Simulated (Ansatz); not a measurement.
A crystal relaxed with r2SCAN in the plane-wave code Ansatz has space group R3:H (No. 146) and a = 4.816 Å, c = 13.103 Å.

| atom | site | x | y | z |
| --- | --- | --- | --- | --- |
| Al | 3a | 0.0000 | 0.0000 | 0.1468 |
| Al | 3a | 0.3333 | 0.6667 | 0.0185 |
| Al | 3a | 0.3333 | 0.6667 | 0.3175 |
| Xx | 3a | 0.6667 | 0.3333 | 0.1911 |
| O | 9b | 0.6926 | 0.9856 | 0.2502 |
| O | 9b | 0.3536 | 0.0241 | 0.0808 |

r2SCAN gives an indirect gap of 5.77 eV, from k = (-0.135, -0.016, 0.120) to Γ; the least direct gap is 5.86 eV at Γ. With HSE06 the valence top lies at k = (-0.135, -0.016, 0.120) and the conduction bottom at Γ, 6.84 eV higher; the smallest vertical gap, at Γ, is 6.91 eV. Meshes: r2SCAN 6×6×6, HSE06 4×4×4. r2SCAN's ε∞ is 3.3 along x and y, 3.2 along z.

Task: Which element is Xx?
A. Tl
B. In
C. Ga
D. B

Result: C. Xx is Ga: Al3GaO6 on the sites of the corundum structure (relaxed group R3). Al has 6 O at 1.86–1.98 Å; Al has 6 O at 1.86–1.97 Å; Al has 6 O at 1.86–1.96 Å; Ga has 6 O at 1.90–2.08 Å; O has 3 Al at 1.86–1.98 Å and 1 Ga at 1.90 Å; O has 3 Al at 1.86–1.96 Å and 1 Ga at 2.08 Å.

The cell comes from a prototype generator: it can be a known phase or a hypothetical one. Spin polarisation is off.

Where an edge lies off the special points, it is a point of the mesh or the k point where a search put PBE's edge or least direct gap, reused for the other functionals, whose own edges may lie a little apart.

Coordinates of k points refer to the reciprocal vectors of the primitive cell of the runs.

The meshes of the hybrids are coarse, so their gaps aren't converged to the digits shown.

For a response run the program warns that the ground state's bands aren't all converged, so ε∞ carries an extra error.
